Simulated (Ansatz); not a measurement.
ZrGa5Co:
```
ZrGa5Co
1.0
    4.09553     0.00000     0.00000
    0.00000     4.09553     0.00000
    0.00000     0.00000     6.60644
Zr Ga Co
1 5 1
Direct
  0.00000   0.00000   0.00000
  0.00000   0.50000   0.30587
  0.00000   0.50000   0.69413
  0.50000   0.00000   0.30587
  0.50000   0.00000   0.69413
  0.50000   0.50000   0.00000
  0.00000   0.00000   0.50000
```

Relaxed with r²SCAN. Special points in fractions of this cell's reciprocal vectors: Γ (0.000, 0.000, 0.000); X (0.000, 0.500, 0.000); M (0.500, 0.500, 0.000); Z (0.000, 0.000, 0.500); R (0.000, 0.500, 0.500); A (0.500, 0.500, 0.500).

Q: List the band energies nearest the Fermi level at these points for r²SCAN in the plane-wave PAW code Ansatz.

A: In eV from the Fermi level; about four levels below and three above (degenerate sets whole), none deeper than 8.9 eV; points with the same levels are listed once.

| k | below | above |
|---|---|---|
| Γ | -1.65 -0.42 -0.10 -0.10 | 0.93 0.95 1.39 |
| X | -1.74 -1.67 -1.65 -0.10 | 0.29 1.00 1.43 |
| M | -1.89 -1.63 -1.32 -1.32 | 0.09 1.97 2.10 |
| Z | -1.65 -1.27 -0.22 -0.22 | 0.34 0.92 2.04 2.04 |
| R | -2.37 -2.25 -1.76 -1.54 | 0.22 0.31 1.16 |
| A | -1.94 -1.94 -1.88 -1.56 -1.24 | 0.62 1.95 2.05 |

Space group P4/mmm. The workflow started from a Materials Project entry (that database holds measured and hypothetical structures alike); the Crystallography Open Database copy checked does not list it. Whether it is the stable phase at ambient conditions was not checked. The r²SCAN relaxation kept the symmetry of its start; whether a distortion lowers the energy is not shown. The run is not spin-polarised. Spin–orbit coupling is left out wherever it is not named.

Potentials: the later of the program's two PAW sets.
